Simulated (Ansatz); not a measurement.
Si3P4 in space group I-43d (No. 220; Si on 12a, P on 16c) under volume change, plane-wave PAW r²SCAN (Ansatz code), shape and atoms relaxed at each volume.

| V (Å³/atom) | E − E(relaxed) (meV/atom) | P (GPa) |
|---|---|---|
| 17.184 | 40.7 | 7.83 |
| 17.751 | 17.8 | 5.12 |
| 18.317 | 4.3 | 2.47 |
| 18.884 | 0.0 | -0.01 |
| 19.450 | 4.2 | -2.34 |
| 20.017 | 16.2 | -4.44 |
| 20.583 | 35.1 | -6.29 |

Problem. What does a third-order Birch–Murnaghan fit give for V₀, B₀ and B′?

Solution. V₀ = 18.88 Å³/atom, B₀ = 78.9 GPa, B′ = 1.5.

The cell is a constructed one: a structure type filled with these elements; neither database checked (COD, Materials Project) lists it. Whether it is the stable phase at ambient conditions was not checked. Symmetry was held in the r²SCAN relaxation; whether a distortion lowers the energy is not shown.

Potentials: the later of the program's two PAW sets.
